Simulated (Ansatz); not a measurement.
A relaxation computed with Ansatz, from input to last step.

```yaml
crystal:
  lattice:
    - [0.0, 3.6578471426, 3.6578471426]
    - [3.6578471426, 0.0, 3.6578471426]
    - [3.6578471426, 3.6578471426, 0.0]
  atoms:
    - { symbol: Cr, position: [0.625, 0.625, 0.625], spin: 0.35 }
    - { symbol: Cr, position: [0.125, 0.625, 0.625], spin: 0.35 }
    - { symbol: Cr, position: [0.625, 0.625, 0.125], spin: 0.35 }
    - { symbol: Cr, position: [0.625, 0.125, 0.625], spin: 0.35 }
    - { symbol: Hg, position: [0.0, 0.0, 0.0] }
    - { symbol: Hg, position: [0.25, 0.25, 0.25] }
basis:
  ecutwfc: 420
kpoints:
  mp_grid: { grid: [4, 4, 4] }
hamiltonian:
  xc: pbe
scf:
  occupations: { method: gaussian, width: 0.1 }
  lower_state_search: "off"
output:
  forces: true
  stress: true
  eigenvalues: true
  populations: true
magnetization:
  spin_polarized: true
relax:
  adjacent_minimum: "off"
  f_tol: 0.04
  max_steps: 70
  cell: { stress_tol: 0.4 }
```

```bash
ansatz run input.yaml --threads 1 --pin off --max-ram 2560MiB --backend cpu --events-out ev --progress --plain --runs-dir out
```

Theory: DFT PBE, scalar-relativistic, plane waves, PAW (Ansatz).

Of 5 frames 5 are shown, positions in Å and forces in eV/Å; the SCF threshold varies from step to step. Steps run on the plane waves of an earlier cell, with a Pulay correction in the pressure. The basis is chosen afresh for the last frame, the zero of the energies, and at times for earlier ones too; energy and pressure step there, also at an unchanged geometry.

```xyz
6
Lattice="0.0000 3.6578 3.6578 3.6578 0.0000 3.6578 3.6578 3.6578 0.0000" Properties=species:S:1:pos:R:3:forces:R:3 pbc="T T T" step=1 free_energy_over_end_meV_per_atom=80.16 pressure_GPa=-13.73
Cr    4.5723    4.5723    4.5723    0.0000    0.0000    0.0000
Cr    4.5723    2.7434    2.7434    0.0000    0.0000    0.0000
Cr    2.7434    2.7434    4.5723    0.0000    0.0000    0.0000
Cr    2.7434    4.5723    2.7434    0.0000    0.0000    0.0000
Hg    0.0000    0.0000    0.0000    0.0000    0.0000    0.0000
Hg    1.8289    1.8289    1.8289    0.0000    0.0000    0.0000
6
Lattice="0.0000 3.4755 3.4755 3.4755 0.0000 3.4755 3.4755 3.4755 0.0000" Properties=species:S:1:pos:R:3:forces:R:3 pbc="T T T" step=2 free_energy_over_end_meV_per_atom=14.29 pressure_GPa=8.00
Cr    4.3444    4.3444    4.3444    0.0000    0.0000    0.0000
Cr    4.3444    2.6067    2.6067    0.0000    0.0000    0.0000
Cr    2.6067    2.6067    4.3444    0.0000    0.0000    0.0000
Cr    2.6067    4.3444    2.6067    0.0000    0.0000    0.0000
Hg    0.0000    0.0000    0.0000    0.0000    0.0000    0.0000
Hg    1.7378    1.7378    1.7378    0.0000    0.0000    0.0000
6
Lattice="0.0000 3.5384 3.5384 3.5384 0.0000 3.5384 3.5384 3.5384 0.0000" Properties=species:S:1:pos:R:3:forces:R:3 pbc="T T T" step=3 free_energy_over_end_meV_per_atom=0.09 pressure_GPa=-1.51
Cr    4.4230    4.4230    4.4230    0.0000    0.0000    0.0000
Cr    4.4230    2.6538    2.6538    0.0000    0.0000    0.0000
Cr    2.6538    2.6538    4.4230    0.0000    0.0000    0.0000
Cr    2.6538    4.4230    2.6538    0.0000    0.0000    0.0000
Hg    0.0000    0.0000    0.0000    0.0000    0.0000    0.0000
Hg    1.7692    1.7692    1.7692    0.0000    0.0000    0.0000
6
Lattice="0.0000 3.5274 3.5274 3.5274 0.0000 3.5274 3.5274 3.5274 0.0000" Properties=species:S:1:pos:R:3:forces:R:3 pbc="T T T" step=4 free_energy_over_end_meV_per_atom=-0.63 pressure_GPa=-0.03
Cr    4.4093    4.4093    4.4093    0.0000    0.0000    0.0000
Cr    4.4093    2.6456    2.6456    0.0000    0.0000    0.0000
Cr    2.6456    2.6456    4.4093    0.0000    0.0000    0.0000
Cr    2.6456    4.4093    2.6456    0.0000    0.0000    0.0000
Hg    0.0000    0.0000    0.0000    0.0000    0.0000    0.0000
Hg    1.7637    1.7637    1.7637    0.0000    0.0000    0.0000
6
Lattice="0.0000 3.5274 3.5274 3.5274 0.0000 3.5274 3.5274 3.5274 0.0000" Properties=species:S:1:pos:R:3:forces:R:3 pbc="T T T" step=5 free_energy_over_end_meV_per_atom=0.00 pressure_GPa=-0.01
Cr    4.4093    4.4093    4.4093    0.0000    0.0000    0.0000
Cr    4.4093    2.6456    2.6456    0.0000    0.0000    0.0000
Cr    2.6456    2.6456    4.4093    0.0000    0.0000    0.0000
Cr    2.6456    4.4093    2.6456    0.0000    0.0000    0.0000
Hg    0.0000    0.0000    0.0000    0.0000    0.0000    0.0000
Hg    1.7637    1.7637    1.7637    0.0000    0.0000    0.0000
```

The start puts this composition into another compound's structure type, which needn't suit it. At the end the space group is Fd-3m (tolerance 0.05 Å).

Time: 68 s on 1 thread of Arm Neoverse N1, on a shared host, peak memory 0.43 GiB.

The k mesh is coarse. Spin-orbit coupling is left out, which matters for the bands of heavy elements.